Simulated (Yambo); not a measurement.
Yambo run on AlN (wurtzite, space group P6_3mc, No. 186). The wavefunctions are LDA (pw.x of Quantum ESPRESSO, ONCV potentials, no spin-orbit coupling) ones on a 6×6×4 mesh (8 occupied bands); a = 3.0822 Å, b = 3.0822 Å, c = 4.9334 Å, α = 90.00°, β = 90.00°, γ = 120.00°.

Yambo input:

```
rim_cut
gw0
dyson
el_el_corr
HF_and_locXC
ppa
em1d
RandQpts= 1000000
RandGvec= 1 Ry
EXXRLvcs= 84 Ry
VXCRLvcs= 336 Ry
Chimod= "HARTREE"
% BndsRnXp
 1 | 18 |
%
NGsBlkXp= 5 Ry
% LongDrXp
 1.0 | 1.0 | 1.0 |
%
PPAPntXp= 27.2114 eV
% GbndRnge
 1 | 18 |
%
GTermKind= "BG"
DysSolver= "n"
ExtendOut
% QPkrange
 1 | 1 | 8 | 9 |
%
```

k points by index: 1 = Γ.

Table of the .qp output:

```
#    K-point    Band    Eo [eV]    E [eV]    E-Eo [eV]    Vxc [eV]    Vnlxc [eV]    Sc|Eo [eV]    Sc|E [eV]    dSc/dw|Eo [eV]    Re(Z)    Im(Z)
#
    1    8    0.000000    -0.341421    -0.341421    -16.98606    -21.05477    3.642229    3.727285    -6.776444    0.800619    -0.001364
    1    9    4.491353    5.734430    1.243077    -12.85126    -8.209642    -3.150582    -3.398538    -5.427342    0.833713    -0.001161
```
(The two width columns are left out.) Convergence of these settings isn't established.

Geometry relaxed with LDA.
